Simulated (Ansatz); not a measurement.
## K (Fm-3m): lattice vibrations

```yaml
crystal:
  lattice:
    - [0.00000, 3.28797, 3.28797]
    - [3.28797, 0.00000, 3.28797]
    - [3.28797, 3.28797, 0.00000]
  atoms:
    - { symbol: K, position: [0.00000, 0.00000, 0.00000] }
```

The conventional cell has a = 6.576 Å, b = 6.576 Å, c = 6.576 Å, α = 90.00°, β = 90.00°, γ = 90.00°.

Level of theory, where no other is named: PBEsol, all-electron LAPW in Ansatz 0.2.0, scalar-relativistic. k mesh 16×16×16, Fermi-Dirac smearing of 0.050 eV, basis error target 1 meV/atom. The cell was relaxed by PAW under this functional, which moved its volume by +121 % from the database entry's. This phase needn't be the one found at ambient conditions.

Atoms are displaced by 0.01 Å in the smallest supercells that hold the wave vectors of a 4×4×4 mesh. Negative values stand for unstable modes.

Task: What are the phonon energies at the solved wave vectors, in cm⁻¹?

Result: 

```
                 q  point      modes (cm⁻¹)
 0.250 0.000 0.000      –   22.5 (×2), 56.4
 0.500 0.000 0.000      L   32.0 (×2), 78.7
 0.250 0.250 0.000      –   39.5 (×2), 53.3
 0.500 0.250 0.000      –  45.6, 54.6, 74.7
-0.250 0.250 0.000      –  31.9, 57.3, 67.1
 0.500 0.500 0.000      X   56.0 (×2), 81.2
-0.250 0.500 0.250      W   51.7, 70.1 (×2)
```

Task: Is the structure dynamically stable at these wave vectors?

Result: Yes, no mode is unstable there; wave vectors off this mesh aren't tested.

Task: How well do frozen-core PAW files reproduce these all-electron values?

Result: With a cutoff of 420 eV and displacements of 0.0025 Å, the r.m.s. difference over the modes is 0.0 cm⁻¹; the largest difference is 56.5 (PAW) against 56.4 cm⁻¹ (LAPW).

Task: The cell is scaled evenly to 69.669 and 72.513 Å³ (from 71.091), with free atoms relaxed and the shape held. What are the mode Grüneisen parameters γ = −d ln ω/d ln V?

Result: For the highest mode, 83.7 cm⁻¹ in the small cell and 78.8 in the large one give γ ≈ 1.51. From the change of the dynamical matrix on each mode:

```json
{"point": "0.25/0/0", "cm⁻¹": "22.5", "γ": "0.72"}
{"point": "0.25/0/0", "cm⁻¹": "56.4", "γ": "1.44"}
{"point": "L", "cm⁻¹": "32.0", "γ": "0.69"}
{"point": "L", "cm⁻¹": "78.7", "γ": "1.59"}
{"point": "0.25/0.25/0", "cm⁻¹": "39.5", "γ": "0.93"}
{"point": "0.25/0.25/0", "cm⁻¹": "53.3", "γ": "1.45"}
{"point": "0.5/0.25/0", "cm⁻¹": "45.6", "γ": "0.90"}
{"point": "0.5/0.25/0", "cm⁻¹": "54.6", "γ": "1.23"}
{"point": "0.5/0.25/0", "cm⁻¹": "74.7", "γ": "1.47"}
{"point": "-0.25/0.25/0", "cm⁻¹": "31.9", "γ": "0.75"}
{"point": "-0.25/0.25/0", "cm⁻¹": "57.3", "γ": "1.25"}
{"point": "-0.25/0.25/0", "cm⁻¹": "67.1", "γ": "1.47"}
{"point": "X", "cm⁻¹": "56.0", "γ": "0.97"}
{"point": "X", "cm⁻¹": "81.2", "γ": "1.49"}
{"point": "W", "cm⁻¹": "51.7", "γ": "1.19"}
{"point": "W", "cm⁻¹": "70.1", "γ": "1.34"}
```

Weighted by the modes' heat capacities at 300 K, the mean on this mesh is 1.14; it moves with the q mesh, and a coarse one overweights the zone boundary.

Dispersion interpolated along Gamma–X–U–K–Gamma–L–W–X (exact only at the mesh points), cm⁻¹:

```tsv
distance (Å⁻¹)	ω1	ω2	ω3
0.000	0	0	0
0.319	28	28	36
0.637	48	48	68
0.956	56	56	81
1.068	55	57	81
1.181	53	61	79
1.293	49	64	75
1.488	48	66	73
1.683	48	66	73
1.878	49	64	75
2.216	32	57	67
2.554	13	31	44
2.892	0	0	0
3.168	16	16	40
3.443	28	28	69
3.719	32	32	79
3.945	37	45	77
4.170	46	63	73
4.395	52	70	70
4.554	53	64	76
4.713	55	58	80
4.873	56	56	81
```

Keep in mind: responses of metals move with mesh and smearing; the frozen-core PAW files of the compared runs were fitted under PBE, their cores solved anew for this functional.
